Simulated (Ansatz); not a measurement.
Hf (hcp, Mg type)

```
CELL_PARAMETERS angstrom
      3.15898     0.00000     0.00000
     -1.57949     2.73576     0.00000
      0.00000     0.00000     4.99983
ATOMIC_POSITIONS crystal
  Hf 0.33333 0.66667 0.75000
  Hf 0.66667 0.33333 0.25000
```

The slice is a (-1 1 0 2) plane (indices of the conventional cell) through the point (0.333, 0.667, 0.750) (fractional), spanned by u = [110] and v = [1 -1 1] in vectors of this cell: u (3.16 Å) and v (7.41 Å, at 90° to u). It covers one period; positions are fractions (u, v).

Method: PBEsol (plane waves to 420 eV, PAW, scalar-relativistic; Ansatz, a quantum-chemistry and plane-wave program). k mesh 17×17×9. Inside the PAW spheres the values are not all-electron values, and peaks at nuclei hang on which shells count as valence. Hf is run without spin polarisation. Hf was relaxed with its symmetry unable to fall. Spin-orbit coupling is left out, though Hf is heavy. The PAW data are Ansatz's earlier set.

### Question
Sketch the electrostatic potential energy of an electron, from the cell's mean on this plane as a map.

### Answer
| v \ u | 0.00 | 0.22 | 0.44 | 0.67 | 0.89 |
|---|---|---|---|---|---|
| 0.90 | x | <2.0 | 7.8 | 3.7 | x |
| 0.80 | 7.0 | 7.3 | 7.0 | 7.2 | 7.1 |
| 0.70 | 10.2 | 7.3 | <2.0 | 4.3 | 9.4 |
| 0.60 | 7.2 | 6.9 | 5.5 | 6.2 | 7.2 |
| 0.50 | x | <2.0 | 8.6 | 5.7 | x |
| 0.40 | x | x | 7.1 | <2.0 | x |
| 0.30 | <2.0 | 2.0 | 8.4 | 6.3 | <2.0 |
| 0.20 | 5.3 | 7.6 | 10.0 | 9.2 | 6.0 |
| 0.10 | x | <2.0 | 7.4 | 3.4 | x |
| 0.00 | x | x | 4.8 | <2.0 | x |

Values: electrostatic potential energy of an electron, from the cell's mean, in eV. Points within 1 Å of a nucleus are blanked (x), as the pseudised field means little there. Values under 2 eV are set to 2. The zero, the cell's mean, hangs on the PAW cores.
